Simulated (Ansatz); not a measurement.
NaPt$_{2}$:
```xyz
6
Lattice="0.0000 3.7537 3.7537 3.7537 0.0000 3.7537 3.7537 3.7537 0.0000" Properties=species:S:1:pos:R:3 pbc="T T T"
Pt     4.6922     4.6922     4.6922
Pt     4.6922     2.8153     2.8153
Pt     2.8153     2.8153     4.6922
Pt     2.8153     4.6922     2.8153
Na     1.8769     1.8769     1.8769
Na     0.0000     0.0000     0.0000
```

Relaxed with r²SCAN. Special points in fractions of this cell's reciprocal vectors: Γ (0.000, 0.000, 0.000); X (0.500, 0.000, 0.500); U (0.625, 0.250, 0.625); K (0.375, 0.375, 0.750); L (0.500, 0.500, 0.500); W (0.500, 0.250, 0.750).

### Question
List the band energies nearest the Fermi level at these points for DFT-r²SCAN in the program Ansatz with PAW potentials.

### Answer
In eV from the Fermi level; about four levels below and three above (degenerate sets whole), none deeper than 8.9 eV; points with the same levels are listed once.

| k | below | above |
|---|---|---|
| Γ | -1.09 -1.09 -1.09 -0.87 -0.87 | 1.42 1.42 1.42 |
| X | -1.13 -1.13 -0.92 -0.92 | 2.65 2.65 3.23 3.23 |
| U | -1.28 -1.18 -0.85 -0.52 | 0.71 2.79 3.35 |
| L | -1.16 -1.16 -1.15 -0.87 -0.87 | 1.42 2.20 3.47 3.47 |
| W | -1.24 -1.24 -0.42 -0.42 | 0.98 0.98 5.67 5.67 |

Space group Fd-3m (cubic Laves (MgCu2 type)). The workflow started from an entry of the Crystallography Open Database (COD). Its standing as an ambient phase is unchecked. The cell was relaxed with r²SCAN under the symmetry of its start; its stability against distortions is not shown here. No spin polarisation was allowed. Scalar-relativistic: spin–orbit coupling is off unless named, which matters more the heavier the elements.

Potentials: the later of the program's two PAW sets.
